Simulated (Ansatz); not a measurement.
This cell of Rh (fcc, Cu type) is off equilibrium:

```
Rh
1.0
    3.80012     0.00000     0.00000
    0.00000     3.80012     0.00000
    0.00000     0.00000     3.80012
Rh
4
Cartesian
 -0.05400   0.00000   0.00000
  1.90006   1.90006   0.00000
  1.90006   0.00000   1.90006
  0.00000   1.90006   1.90006
```

All values below come from r2SCAN (plane waves to 500 eV, PAW, scalar-relativistic; Ansatz, a quantum-chemistry and plane-wave program). k mesh 10×10×10 (Γ-centred), Fermi-Dirac smearing 0.05 eV. Energies are smeared free energies. Compression counts positive. With partly filled bands, energies and forces of such displacements shift with the k mesh and the smearing. Rh is run without spin polarisation. Rh was relaxed with its symmetry unable to fall. The PAW data are Ansatz's earlier set.

Question: What forces act on the atoms (eV/Å, Cartesian)?

Answer: 
| atom | Fx | Fy | Fz |
|---|---|---|---|
| Rh1 | 0.627 | 0.000 | 0.000 |
| Rh2 | -0.277 | 0.000 | 0.000 |
| Rh3 | -0.277 | 0.000 | 0.000 |
| Rh4 | -0.073 | 0.000 | 0.000 |

Question: In it atom 1 sits (-0.054, 0.000, 0.000) Å away from its relaxed site. What is its energy relative to the relaxed cell?

Answer: 17 meV/cell.

(A displaced cell: forces are minus the slopes of the energy, force constants its curvatures, and phonons follow from these.)
